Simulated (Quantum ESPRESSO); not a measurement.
**Band energies of Ba2NF**

```xyz
4
Lattice="1.9718 1.1384 6.6008 -1.9718 1.1384 6.6008 0.0000 -2.2768 6.6008" Properties=species:S:1:pos:R:3 pbc="T T T"
N      0.0000     0.0000     9.9012
F      0.0000     0.0000     0.0000
Ba     0.0000     0.0000    15.0062
Ba     0.0000     0.0000     4.7962
```

PBEsol (Quantum ESPRESSO, PseudoDojo norm-conserving, 84 Ry, without SOC); path ΓLB1,BZΓX,QFP1Z,LP; energies in eV from the valence-band maximum.

```csv
k (1/Å),point,band 12,band 13,band 14,band 15,band 16,band 17,band 18,band 19
0.00,Γ,-5.22,-5.22,-1.20,-0.50,-0.50,1.85,3.38,3.61
0.35,,-5.21,-5.20,-0.90,-0.61,-0.40,2.66,2.76,3.84
0.70,,-5.17,-5.17,-0.81,-0.26,-0.08,2.00,2.99,4.07
0.93,L,-5.17,-5.11,-0.82,-0.23,-0.06,1.88,2.93,4.19
1.05,,-5.18,-5.11,-0.74,-0.22,-0.07,1.99,2.97,4.09
1.41,,-5.23,-5.15,-0.34,-0.22,-0.10,2.92,3.39,3.64
1.53,B1,-5.20,-5.16,-0.40,-0.26,-0.10,2.63,3.03,4.09
1.53,B,-5.20,-5.16,-0.40,-0.26,-0.10,2.63,3.03,4.09
1.64,,-5.18,-5.15,-0.47,-0.30,-0.14,2.41,2.64,4.26
1.97,,-5.21,-5.16,-0.63,-0.40,-0.29,2.01,2.33,3.80
2.30,,-5.22,-5.20,-1.13,-0.51,-0.49,2.50,2.82,3.57
2.53,Z,-5.21,-5.21,-1.39,-0.57,-0.57,2.80,2.91,4.00
2.65,,-5.21,-5.21,-1.36,-0.56,-0.56,2.63,2.99,3.91
3.00,Γ,-5.22,-5.22,-1.20,-0.50,-0.50,1.85,3.38,3.61
3.40,,-5.22,-5.19,-0.78,-0.68,-0.35,2.76,2.95,3.87
3.70,,-5.23,-5.20,-0.41,-0.40,-0.12,2.85,2.97,3.53
4.00,,-5.23,-5.17,-0.34,-0.21,-0.10,2.94,3.29,3.75
4.10,X,-5.19,-5.16,-0.37,-0.27,-0.08,2.64,3.36,3.69
4.10,Q,-5.19,-5.16,-0.37,-0.27,-0.08,2.64,3.36,3.69
4.20,,-5.17,-5.16,-0.39,-0.38,-0.05,2.13,3.46,3.90
4.50,,-5.22,-5.21,-0.76,-0.23,0.00,0.98,3.79,4.31
4.60,F,-5.22,-5.22,-0.79,-0.20,0.00,0.89,3.83,4.27
4.60,P1,-5.21,-5.19,-0.77,-0.20,-0.04,1.03,3.73,4.28
4.68,,-5.21,-5.17,-0.75,-0.21,-0.09,1.05,3.65,4.17
4.94,,-5.21,-5.17,-0.75,-0.29,-0.28,1.48,3.14,3.63
5.20,,-5.22,-5.21,-1.06,-0.49,-0.47,2.32,2.90,3.54
5.46,Z,-5.21,-5.21,-1.39,-0.57,-0.57,2.80,2.91,4.00
5.46,L,-5.17,-5.11,-0.82,-0.23,-0.06,1.88,2.93,4.19
5.78,P,-5.21,-5.19,-0.77,-0.20,-0.04,1.03,3.73,4.28
```

The PBEsol gap is direct, 0.89 eV at F.

Geometry relaxed with PBEsol.

The structure is a Materials Project entry; no match was found in the copy of COD used, and its stability was not checked.
